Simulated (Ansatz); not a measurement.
Crystals of one structure type (zinc blende) and one family of elements, relaxed and computed with r²SCAN in the plane-wave PAW code Ansatz.

```
crystal  V (Å³/atom)  gap (eV)
-------  -----------  --------
ZnS            19.56      2.70
ZnSe           22.73         ?
CdS            25.38      1.54
CdSe           28.84      1.04
CdTe           35.25      1.16
```

Task: Fit a straight line to E_g against V and predict the withheld value.

Result: Least squares on the 4 shown rows: E_g = -0.099 × V + (4.308), with a scatter of 0.34. For ZnSe this gives 2.06. The run itself gave 1.87, within the scatter.

All cells were relaxed under the symmetry of their starts (and spin orders); stability against distortions was not tested throughout. Scalar-relativistic: spin–orbit coupling is off unless named, which matters more the heavier the elements.

Potentials: the later of the program's two PAW sets.
